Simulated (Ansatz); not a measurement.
Al (bcc (W type), space group No. 229) under volume change, plane-wave PAW r²SCAN (Ansatz code), scaled uniformly.

| V (Å³/atom) | E − E(relaxed) (meV/atom) | P (GPa) |
|---|---|---|
| 14.747 | 39.7 | 9.50 |
| 15.233 | [?] | [?] |
| 15.720 | [?] | [?] |
| 16.206 | 0.0 | 0.01 |
| 16.692 | 3.5 | -2.24 |
| 17.178 | 13.3 | -4.16 |
| 17.664 | 28.4 | -5.81 |

Problem. Fill in the missing entries.

Solution. 
- 15.720, E − E(relaxed) (meV/atom): 3.9
- 15.720, P (GPa): 2.66
- 15.233, E − E(relaxed) (meV/atom): 16.7
- 15.233, P (GPa): 5.80

Problem. What does a third-order Birch–Murnaghan fit give for V₀, B₀ and B′?

Solution. V₀ = 16.21 Å³/atom, B₀ = 81.5 GPa, B′ = 4.4.

Space group Im-3m (bcc (W type)). The workflow started from a Materials Project entry (that database holds measured and hypothetical structures alike); the Crystallography Open Database copy checked does not list it. It is not the phase usual at ambient conditions (space group No. 225). The cell was relaxed with r²SCAN under the symmetry of its start. At this level the phase is mechanically unstable.

Potentials: the later of the program's two PAW sets.
